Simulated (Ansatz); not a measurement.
SiO₂, first-principles data

SiO2:
```yaml
crystal:
  lattice:
    - [-4.92017, 4.27185, 2.55117]
    - [4.92017, -4.27185, 2.55117]
    - [4.92017, 4.27185, -2.55117]
  atoms:
    - { symbol: Si, position: [0.14972, 0.59170, 0.74220] }
    - { symbol: Si, position: [0.84950, 0.40753, 0.25780] }
    - { symbol: Si, position: [0.14972, 0.90753, 0.05803] }
    - { symbol: Si, position: [0.84950, 0.09170, 0.94197] }
    - { symbol: O, position: [0.07749, 0.34954, 0.84581] }
    - { symbol: O, position: [0.50373, 0.23168, 0.15419] }
    - { symbol: O, position: [0.07749, 0.73168, 0.22795] }
    - { symbol: O, position: [0.50373, 0.84954, 0.77205] }
    - { symbol: O, position: [0.93779, 0.93779, 0.00000] }
    - { symbol: O, position: [0.93779, 0.43779, 0.50000] }
    - { symbol: O, position: [0.87598, 0.22633, 0.14966] }
    - { symbol: O, position: [0.07667, 0.72633, 0.85034] }
```

Space group Ima2 (No. 46); conventional cell a = 9.840 Å, b = 8.544 Å, c = 5.102 Å, α = β = γ = 90.00°.

Method: DFT-r²SCAN in the program Ansatz with PAW potentials. Geometry: relaxed at this level of theory. Other levels are named where they apply.

Cell and energy:

```
Quantity                                                       Value
-----------------------------------------------------  -------------
Volume per atom                                             17.87 Å³
Density                                                   1.86 g/cm³
Formation energy from the elements (no fitted shifts)  -2.97 eV/atom
```

Electronic structure:

```
Property                                                                                                                        Value
----------------------------------------  -------------------------------------------------------------------------------------------
Band gap                                                                                                           6.46 eV (indirect)
Valence-band maximum                      off the standard path, at k = (0.188, 0.448, -0.448) in fractions of the reciprocal vectors
Conduction-band minimum                                                                                                          at Γ
Smallest direct gap on the standard path                                                                                      6.70 eV
Electron effective mass                                                                        0.58, 0.61, 0.62 mₑ (principal values)
HSE06 gap on the r²SCAN cell                                                                                                  7.45 eV
```

Mechanics:

```
Item                                                                                                                                                              Value
-----------------------------------------------------------  ----------------------------------------------------------------------------------------------------------
Elastic constants (relaxed ions, GPa)                        C11 = 61.7, C22 = 72.7, C33 = 64.2, C12 = 55.0, C13 = 0.7, C23 = -15.7, C44 = 11.3, C55 = 20.9, C66 = 49.5
Mechanical stability                                                                                                             stable (all eigenvalues of C positive)
Hill bulk and shear moduli                                                                                                                            28.6 and 19.9 GPa
Young's modulus                                                                                                                                                48.6 GPa
Poisson's ratio                                                                                                                                                    0.22
Debye temperature from the elastic constants                                                                                                                      412 K
Piezoelectric stress constants (proper, relaxed ions, C/m²)                                                     e15 = -0.05, e24 = -0.04, e31 = e32 = -0.17, e33 = 0.13
```

Dielectric response:

```
Quantity                                                                           Result
--------------------------------------------------------  -------------------------------
Electronic dielectric constant ε∞ (DFPT)                  1.91 (xx), 1.91 (yy), 1.96 (zz)
Static dielectric constant ε0 (ions relaxed, cell fixed)  3.23 (xx), 3.10 (yy), 3.36 (zz)
Born charges (a third of the trace)                          Si +3.27, O -1.69 to -1.61 e
```

Phonons:

```
Quantity                                                             Value
--------------------------------------------------  ----------------------
Highest zone-centre frequency (without LO–TO term)               152.8 meV
Zone-centre stability                               no imaginary mode at Γ
```

Charges:

```
Quantity                              Value
-------------  ----------------------------
Bader charges  Si +3.37, O -1.69 to -1.68 e
```

The first step of the workflow began from a Materials Project structure, measured or hypothetical; the Crystallography Open Database copy checked does not list it. It is not the phase usual at ambient conditions (space group No. 92, 152, 154). The cell was relaxed with r²SCAN under the symmetry of its start. Signs of piezoelectric constants follow the polarity of the cell as given. The references are the lowest solids computed at this level, not always the standard phases (solids in place of the gases).

Potentials: the earlier of the program's two PAW sets. The files were generated under PBE; for other functionals the program regenerates the frozen cores, and for LDA and PBEsol the local potential too.
